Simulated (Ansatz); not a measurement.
**Phonon dispersion of La2Os**

All numbers below come from DFT PBE, scalar-relativistic, plane waves, PAW (Ansatz). Settings: 420 eV plane-wave cutoff, Γ-centred 12×12×8 mesh, Fermi-Dirac smearing of 0.15 eV. No spin polarisation. Phonons by linear response, acoustic sum rule imposed.

Relaxed structure:
```
CELL_PARAMETERS angstrom
4.25568 0.00000 0.00000
-2.12784 3.68553 0.00000
0.00000 0.00000 6.54131
ATOMIC_POSITIONS crystal
La 0.33333 0.66667 0.22356
La 0.66667 0.33333 0.77644
Os 0.00000 0.00000 0.00000
```

It was reached by relaxing an invented guess, and it needn't be the stable form of this composition. In a metal, frequencies and elastic constants depend on the k mesh and the smearing, soft modes and shear constants most. Spin–orbit coupling is left out, which matters for heavy elements. The q mesh is coarse, so values between its points are rough.

Force constants from linear response on a 2×2×1 q mesh.

Q: Is the structure dynamically stable on this mesh?

A: Yes, on this mesh: no mode is imaginary.

Q: Give the frequencies (cm⁻¹; i marks imaginary ones) at the irreducible q points, in fractions of the reciprocal vectors.

A:
```json
{"q": "0.000 0.000 0.000", "star": "1", "frequencies": "0 0 0 76 76 80 80 118 137"}
{"q": "0.000 -0.500 0.000", "star": "3", "frequencies": "35 48 64 69 83 85 95 132 138"}
```
